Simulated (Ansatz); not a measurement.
The cell is MoOSe as a Janus 2H monolayer; cell and atoms were relaxed with r2SCAN. In-plane lattice: a = 3.058 Å, b = 3.058 Å, γ = 120.0°; thickness between the outer nuclei 2.86 Å. Mo has 3 O at 2.08 Å and 3 Se at 2.49 Å; O has 3 Mo at 2.08 Å; Se has 3 Mo at 2.49 Å.

```xyz
3
Lattice="3.0577 0.0000 0.0000 -1.5289 2.6481 0.0000 0.0000 0.0000 30.1550" Properties=species:S:1:pos:R:3 pbc="T T F"
Mo    0.0000    1.7654    9.2174
O     1.5289    0.8827   10.3199
Se    1.5289    0.8827    7.4628
```
Two periodic directions, a and b.

3 runs of Ansatz on this cell differ in the functional (and in the settings that go with it). Levels are in eV from each run's valence top; v1 is the last filled band, c1 the first empty one.

Run A, mean stress -2.7 N/m (compression positive):

| point | v4 | v3 | v2 | v1 | c1 | c2 |
| --- | --- | --- | --- | --- | --- | --- |
| Γ | -4.19 | -1.95 | -1.95 | 0.00 | 2.83 | 2.83 |
| M | -5.54 | -3.37 | -2.11 | -1.31 | 2.05 | 2.51 |
| K | -5.56 | -4.63 | -3.47 | -1.23 | 1.32 | 3.02 |

Run B, mean stress 0.0 N/m (compression positive):

| point | v4 | v3 | v2 | v1 | c1 | c2 |
| --- | --- | --- | --- | --- | --- | --- |
| Γ | -3.89 | -1.87 | -1.87 | 0.00 | 2.22 | 2.22 |
| M | -4.99 | -3.15 | -2.01 | -1.19 | 1.50 | 1.94 |
| K | -5.07 | -4.22 | -3.20 | -1.22 | 0.87 | 2.46 |

Run C, mean stress -2.7 N/m (compression positive):

| point | v4 | v3 | v2 | v1 | c1 | c2 |
| --- | --- | --- | --- | --- | --- | --- |
| Γ | -4.24 | -1.97 | -1.97 | 0.00 | 3.54 | 3.54 |
| M | -5.60 | -3.41 | -2.13 | -1.32 | 2.77 | 3.21 |
| K | -5.62 | -4.67 | -3.51 | -1.25 | 2.00 | 3.74 |

Question: Match the runs to r2SCAN, HSE06, PBE0.

Answer: A is HSE06, B is r2SCAN, C is PBE0. In order of the gap: r2SCAN 0.87, HSE06 1.32, PBE0 2.00 eV. The stress vanishes for r2SCAN, which relaxed the cell.

Note: simulated data, non-magnetic, for a generated structure that need not be the stable one.

Spin-orbit coupling is left out.

The stress of a hybrid is loosely converged in these runs.

The meshes of the hybrids are coarse, so their gaps aren't converged to the digits shown.
